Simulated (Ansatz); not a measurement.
The start is a relaxed ScF3 cell shaken by Gaussian noise of σ = 0.08 Å a coordinate. The cell and all atomic positions are relaxed at zero pressure with PBE (plane waves to 420 eV, PAW, scalar-relativistic; Ansatz, a program for electronic structure). The first steps use a coarse 6×6×4 k-mesh.

Initial structure:
```yaml
crystal:
  lattice:
    - [2.39966, -3.56562, 0.00000]
    - [2.39966, 3.56562, 0.00000]
    - [0.00000, 0.00000, 6.08402]
  atoms:
    - { symbol: F, position: [0.50744, 0.52553, 0.00982] }
    - { symbol: F, position: [0.52475, 0.52634, 0.50077] }
    - { symbol: F, position: [0.86803, 0.19051, 0.74507] }
    - { symbol: F, position: [0.19007, 0.80996, 0.74077] }
    - { symbol: F, position: [0.84108, 0.19097, 0.23740] }
    - { symbol: F, position: [0.18946, 0.85004, 0.23733] }
    - { symbol: Sc, position: [0.01559, 0.50994, 0.49791] }
    - { symbol: Sc, position: [0.50416, 0.99488, 0.98880] }
```

**Question.** Which atoms feel the largest initial force, and how large is it?

**Answer.** 1.73 eV/Å, on Sc7 (atoms numbered as listed).

**Question.** By how much does the energy per atom fall from start to end?

**Answer.** 35 meV/atom.

**Question.** Is the parent structure recovered?

**Answer.** It does not go back: it reaches Pm (No. 6), 10 meV/atom below the parent.

**Question.** How do the shortest distances between atoms change?

**Answer.** The closest pairs of elements (up to four, under 3.6 Å), start → end: F–Sc 1.92 → 1.86 Å; F–F 2.46 → 2.69 Å.

**Question.** What band gap does the relaxed structure have at this level?

**Answer.** 5.67 eV, direct within 0.03 eV (at Γ) (no spin-orbit coupling).

**Question.** Write out the relaxed structure.

**Answer.** 
Space group Pm (No. 6); a = 4.1894 Å, b = 5.8182 Å, c = 4.9491 Å, α = γ = 90.00°, β = 113.64°

```csv
atom,site,symmetry,x,y,z
F,1a,m,0.5534,0.0000,0.5638
F,1b,m,0.5065,0.5000,0.5222
F,2c,1,0.8494,0.2483,0.2047
F,2c,1,0.1743,0.2505,0.8277
Sc,1b,m,0.9934,0.5000,0.5116
Sc,1a,m,0.5408,0.0000,0.9362
```

Final values are on a 9×6×7 k-mesh of the relaxed cell. No spin polarisation in the result.

The relaxed structure here is a generated cell of ScF3: the first start was made by a random draw of sites in a space group, and the end was not matched to a known phase here, so it may be hypothetical.
